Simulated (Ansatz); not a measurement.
Method: r²SCAN, scalar-relativistic; no spin polarisation; PAW, 500 eV, 8×8×8 k-mesh, Gaussian smearing of 0.05 eV; code Ansatz; PAW files: Ansatz's generated set soft_2.

A compound XO2 has these computed properties.

| Quantity | Value |
| --- | --- |
| Space group | Fm-3m (No. 225) |
| Conventional cell | a = 5.437 Å, b = 5.437 Å, c = 5.437 Å, α = 90.00°, β = 90.00°, γ = 90.00° |
| Volume | 13.40 Å³/atom |
| Band gap | 2.20 eV |
| Smallest direct gap | 2.30 eV |
| Bader charges | X 2.40; O -1.20 e |
| f electrons (orthogonalised atomic orbitals) | X 0.93 |
| Formation energy from the elements (0 K, uncorrected) | -3.72 eV/atom |
| Bulk modulus (Birch–Murnaghan) | 191 GPa |
| Pressure derivative B0′ | 4.4 |
| Shear modulus (Hill) | 78 GPa |
| Young's modulus | 207 GPa |
| Poisson's ratio | 0.32 |
| Elastically stable | yes |

Sites: X on 4a, O on 8c.

Q: Which element is X?
A. Pr
B. Ce
C. Ba
D. Nd

A: B. X is Ce, so the compound is CeO2.

The start was a prototype's sites filled with these elements; the Crystallography Open Database holds the compound in this structure.

Scalar-relativistic only: spin–orbit splittings of the heavy atoms' levels are missing.
